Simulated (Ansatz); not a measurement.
# SbS₂Cl₆F in Ansatz, relaxation

Input:

```yaml
crystal:
  lattice:
    - [0.0, 0.0, 7.074263]
    - [4.652304, -3.990405, 3.537132]
    - [4.652304, 3.990405, -3.537132]
  atoms:
    - { symbol: F, position: [0.0, 0.5, 0.5] }
    - { symbol: S, position: [0.1834, 0.3166, 0.6834] }
    - { symbol: S, position: [0.8166, 0.6834, 0.3166] }
    - { symbol: Cl, position: [0.2947, 0.7053, 0.2947] }
    - { symbol: Cl, position: [0.7053, 0.2947, 0.7053] }
    - { symbol: Sb, position: [0.0, 0.0, 0.0] }
    - { symbol: Cl, position: [0.2389, 0.1778, 0.1778] }
    - { symbol: Cl, position: [0.2389, 0.8222, 0.8222] }
    - { symbol: Cl, position: [0.7611, 0.1778, 0.1778] }
    - { symbol: Cl, position: [0.7611, 0.8222, 0.8222] }
  symmetry: { tolerance: 0.0003 }
kpoints:
  mp_grid: { grid: [4, 4, 4], shift: [0, 0, 0] }
magnetization:
  spin_polarized: false
scf:
  occupations: { method: fermi_dirac }
  lower_state_search: "off"
hamiltonian:
  pseudopotentials: { kind: paw }
  xc: r2scan
basis:
  ecutwfc: 500
  fft_grid_basis: typed
relax:
  max_steps: 60
  cell: { p_target: 0.0 }
output:
  forces: true
  stress: true
  eigenvalues: true
  populations: true
  elf: true
  write_potential: true
  volumetric_format: npy
  dos:
    e_range: [-12, 8]
    de: 0.05
    projected: { site_lists: { Cl: [Cl], F: [F], S: [S], Sb: [Sb] } }
  write_density: true
  bader: false
checkpoint:
  read: saved_state
```

Launch command:

```bash
ansatz run input.yaml --threads 2 --pin off --max-ram 2560MiB --backend cpu --events-out ev --progress --plain --runs-dir out
```

Origin of the cell: a known structure type with other elements, at an estimated volume, so it need not be a known compound.

The smearing width isn't typed, so it takes its default of 0.1 eV.

The saved state is a converged single point of the same cell.

Steps («new basis» is an SCF on plane waves selected anew at the same cell):

```json
{"step": "1", "ΔF (meV/atom)": "0.0", "max force component (eV/Å)": "10.414", "P (GPa)": "7.11", "volume (Å³)": "262.66", "SCF iterations": "9", "step was": "accepted"}
{"step": "2", "ΔF (meV/atom)": "-132.7", "max force component (eV/Å)": "5.882", "P (GPa)": "3.72", "volume (Å³)": "246.63", "SCF iterations": "10", "step was": "accepted"}
{"step": "3", "ΔF (meV/atom)": "-213.9", "max force component (eV/Å)": "1.990", "P (GPa)": "0.59", "volume (Å³)": "254.28", "SCF iterations": "10", "step was": "accepted"}
{"step": "4", "ΔF (meV/atom)": "-234.0", "max force component (eV/Å)": "0.505", "P (GPa)": "-0.82", "volume (Å³)": "265.58", "SCF iterations": "11", "step was": "accepted"}
{"step": "5", "ΔF (meV/atom)": "-241.3", "max force component (eV/Å)": "0.143", "P (GPa)": "-0.04", "volume (Å³)": "251.51", "SCF iterations": "10", "step was": "accepted"}
{"step": "6", "ΔF (meV/atom)": "-241.7", "max force component (eV/Å)": "0.026", "P (GPa)": "-0.05", "volume (Å³)": "252.87", "SCF iterations": "8", "step was": "accepted"}
{"step": "7", "ΔF (meV/atom)": "-241.7", "max force component (eV/Å)": "0.005", "P (GPa)": "0.00", "volume (Å³)": "252.50", "SCF iterations": "8", "step was": "accepted"}
{"step": "8", "ΔF (meV/atom)": "-241.6", "max force component (eV/Å)": "0.005", "P (GPa)": "-0.01", "volume (Å³)": "252.50", "SCF iterations": "9", "step was": "new basis"}
```

Step 1, with forces in eV/Å:

```xyz
10
Lattice="0.000 0.000 7.074 4.652 -3.990 3.537 4.652 3.990 -3.537" Properties=species:S:1:pos:R:3:forces:R:3 pbc="T T T" step=1
F     4.652    0.000    0.000    0.000    0.000    0.000
S     4.652    1.464    0.000    0.000   10.414    0.000
S     4.652   -1.464    7.074    0.000  -10.414    0.000
Cl    4.652   -1.638    3.537    0.000    0.509    0.000
Cl    4.652    1.638    3.537    0.000   -0.509    0.000
Sb    0.000    0.000    0.000    0.000    0.000    0.000
Cl    1.654    0.000    1.690    0.413    0.000    0.312
Cl    7.650    0.000    1.690   -0.413    0.000    0.312
Cl    1.654    0.000    5.384    0.413    0.000   -0.312
Cl    7.650    0.000    5.384   -0.413    0.000   -0.312
```

Step 2, with forces in eV/Å:

```xyz
10
Lattice="0.000 0.000 6.959 4.457 -3.975 3.480 4.457 3.975 -3.480" Properties=species:S:1:pos:R:3:forces:R:3 pbc="T T T" step=2
F     4.457    0.000    0.000    0.000    0.000    0.000
S     4.457    1.542    0.000    0.000    5.882    0.000
S     4.457   -1.542    6.959    0.000   -5.882    0.000
Cl    4.457   -1.579    3.480    0.000   -0.213    0.000
Cl    4.457    1.579    3.480    0.000    0.213    0.000
Sb    0.000    0.000    0.000    0.000    0.000    0.000
Cl    1.728    0.000    1.678   -0.250    0.000    0.049
Cl    7.187    0.000    1.678    0.250    0.000    0.049
Cl    1.728    0.000    5.281   -0.250    0.000   -0.049
Cl    7.187    0.000    5.281    0.250    0.000   -0.049
```

Step 3, with forces in eV/Å:

```xyz
10
Lattice="0.000 0.000 7.022 4.399 -4.116 3.511 4.399 4.116 -3.511" Properties=species:S:1:pos:R:3:forces:R:3 pbc="T T T" step=3
F     4.399    0.000    0.000    0.000    0.000    0.000
S     4.399    1.659    0.000    0.000    1.990    0.000
S     4.399   -1.659    7.022    0.000   -1.990    0.000
Cl    4.399   -1.712    3.511    0.000   -0.262    0.000
Cl    4.399    1.712    3.511    0.000    0.262    0.000
Sb    0.000    0.000    0.000    0.000    0.000    0.000
Cl    1.616    0.000    1.801    0.122    0.000   -0.394
Cl    7.182    0.000    1.801   -0.122    0.000   -0.394
Cl    1.616    0.000    5.221    0.122    0.000    0.394
Cl    7.182    0.000    5.221   -0.122    0.000    0.394
```

Step 4, with forces in eV/Å:

```xyz
10
Lattice="0.000 0.000 7.237 4.526 -4.054 3.619 4.526 4.054 -3.619" Properties=species:S:1:pos:R:3:forces:R:3 pbc="T T T" step=4
F     4.526    0.000    0.000    0.000    0.000    0.000
S     4.526    1.799    0.000    0.000   -0.505    0.000
S     4.526   -1.799    7.237    0.000    0.505    0.000
Cl    4.526   -1.673    3.619    0.000   -0.042    0.000
Cl    4.526    1.673    3.619    0.000    0.042    0.000
Sb    0.000    0.000    0.000    0.000    0.000    0.000
Cl    1.682    0.000    1.708    0.029    0.000    0.146
Cl    7.369    0.000    1.708   -0.029    0.000    0.146
Cl    1.682    0.000    5.529    0.029    0.000   -0.146
Cl    7.369    0.000    5.529   -0.029    0.000   -0.146
```

Step 5, with forces in eV/Å:

```xyz
10
Lattice="0.000 0.000 6.982 4.481 -4.020 3.491 4.481 4.020 -3.491" Properties=species:S:1:pos:R:3:forces:R:3 pbc="T T T" step=5
F     4.481    0.000    0.000    0.000    0.000    0.000
S     4.481    1.772    0.000    0.000   -0.143    0.000
S     4.481   -1.772    6.982    0.000    0.143    0.000
Cl    4.481   -1.643    3.491    0.000   -0.003    0.000
Cl    4.481    1.643    3.491    0.000    0.003    0.000
Sb    0.000    0.000    0.000    0.000    0.000    0.000
Cl    1.671    0.000    1.723    0.026    0.000   -0.004
Cl    7.291    0.000    1.723   -0.026    0.000   -0.004
Cl    1.671    0.000    5.258    0.026    0.000    0.004
Cl    7.291    0.000    5.258   -0.026    0.000    0.004
```

Step 6, with forces in eV/Å:

```xyz
10
Lattice="0.000 0.000 6.923 4.505 -4.054 3.462 4.505 4.054 -3.462" Properties=species:S:1:pos:R:3:forces:R:3 pbc="T T T" step=6
F     4.505    0.000    0.000    0.000    0.000    0.000
S     4.505    1.764    0.000    0.000   -0.006    0.000
S     4.505   -1.764    6.923    0.000    0.006    0.000
Cl    4.505   -1.675    3.462    0.000    0.026    0.000
Cl    4.505    1.675    3.462    0.000   -0.026    0.000
Sb    0.000    0.000    0.000    0.000    0.000    0.000
Cl    1.677    0.000    1.717   -0.018    0.000   -0.013
Cl    7.332    0.000    1.717    0.018    0.000   -0.013
Cl    1.677    0.000    5.206   -0.018    0.000    0.013
Cl    7.332    0.000    5.206    0.018    0.000    0.013
```

Step 8, with forces in eV/Å:

```xyz
10
Lattice="0.000 0.000 6.927 4.506 -4.045 3.464 4.506 4.045 -3.464" Properties=species:S:1:pos:R:3:forces:R:3 pbc="T T T" step=8
F     4.506    0.000    0.000    0.000    0.000    0.000
S     4.506    1.763    0.000    0.000    0.000    0.000
S     4.506   -1.763    6.927    0.000    0.000    0.000
Cl    4.506   -1.664    3.464    0.000    0.005    0.000
Cl    4.506    1.664    3.464    0.000   -0.005    0.000
Sb    0.000    0.000    0.000    0.000    0.000    0.000
Cl    1.676    0.000    1.717    0.000    0.000   -0.004
Cl    7.336    0.000    1.717    0.000    0.000   -0.004
Cl    1.676    0.000    5.210    0.000    0.000    0.004
Cl    7.336    0.000    5.210    0.000    0.000    0.004
```

* Free energy lowered by: 241.6 meV/atom
* Volume change: -3.87 %
* Final pressure: -0.01 GPa
* Relaxation steps listed: 8
* Formation energy (elements under the same functional, gases as molecules, uncorrected): -0.141 eV/atom
* Gap on the mesh: none (metal)

Caveats: no spin, though holes on the anions or broken bonds may carry moments; no spin-orbit coupling, though heavy elements are present; the given cell is far from equilibrium, with atoms too close or a volume far off; the relaxation held the start's symmetry, so the end may be a saddle point.

It ran for 3.8 min on 2 threads of Arm Neoverse V1, on a shared host, peak memory 1.3 GiB, from a saved density.
